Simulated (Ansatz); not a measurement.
# Computed properties of ZnO

ZnO:
```
CELL_PARAMETERS angstrom
      3.22241     0.00000     0.00000
     -1.61121     2.79069     0.00000
      0.00000     0.00000    10.47055
ATOMIC_POSITIONS crystal
  Zn 0.00000 0.00000 0.00067
  Zn 0.00000 0.00000 0.50067
  Zn 0.66667 0.33333 0.75052
  Zn 0.33333 0.66667 0.25052
  O  0.00000 0.00000 0.81210
  O  0.00000 0.00000 0.31210
  O  0.66667 0.33333 0.56234
  O  0.33333 0.66667 0.06234
```

Space group P6_3mc (No. 186); conventional cell a = b = 3.222 Å, c = 10.471 Å, α = β = 90.00°, γ = 120.00°.

Method: PBEsol (plane waves, PAW; program Ansatz). The cell and atoms are relaxed at this level. Other levels are named where they apply.

Cell and energy:

| Item | Value |
|---|---|
| Volume per atom | 11.77 Å³ |
| Density | 5.74 g/cm³ |
| Formation energy from the elements (no fitted shifts) | -1.43 eV/atom |

Electronic structure:

| Item | Value |
|---|---|
| Band gap | 0.65 eV (direct) |
| Valence-band maximum | at Γ |
| Conduction-band minimum | at Γ |
| Electron effective mass | 0.12 mₑ (isotropic) |
| Hole effective mass, band 2 of 2 at the edge | 0.13 along x (mₑ) |
| HSE06 gap on the PBEsol cell | 2.47 eV |

Mechanics:

| Item | Value |
|---|---|
| Bulk modulus (Birch–Murnaghan fit) | 145 GPa |
| Pressure derivative B′ | 4.4 |
| Elastic constants (relaxed ions, GPa) | C11 = 202, C12 = 127, C13 = 105, C33 = 224, C44 = 35.0 |
| Mechanical stability | stable (all eigenvalues of C positive) |
| Hill bulk and shear moduli | 145 and 40.1 GPa |
| Young's modulus | 110 GPa |
| Poisson's ratio | 0.37 |
| Debye temperature from the elastic constants | 390 K |
| Piezoelectric stress constants (proper, relaxed ions, C/m²) | e15 = e24 = 0.49, e31 = e32 = 0.56, e33 = -1.11 |

Dielectric response:

| Item | Value |
|---|---|
| Electronic dielectric constant ε∞ (DFPT) | 5.47 (xx = yy), 5.49 (zz) |
| Static dielectric constant ε0 (ions relaxed, cell fixed) | 10.5 (xx = yy), 10.8 (zz) |
| Born charges (a third of the trace) | Zn +2.13 to +2.14, O -2.14 to -2.13 e |
| Largest static χ(2) component | 140 pm/V |

Phonons:

| Property | Result |
|---|---|
| Highest zone-centre frequency (without LO–TO term) | 540 cm⁻¹ |
| Zone-centre stability | no imaginary mode at Γ |

The cell is a constructed one: a structure type filled with these elements. Its sites differ from those of the usual phase in this space group: another stacking or structure type. Symmetry was held in the PBEsol relaxation. Signs of piezoelectric constants follow the polarity of the cell as given. The references are the lowest solids computed at this level, not always the standard phases (solids in place of the gases).

Potentials: the later of the program's two PAW sets.
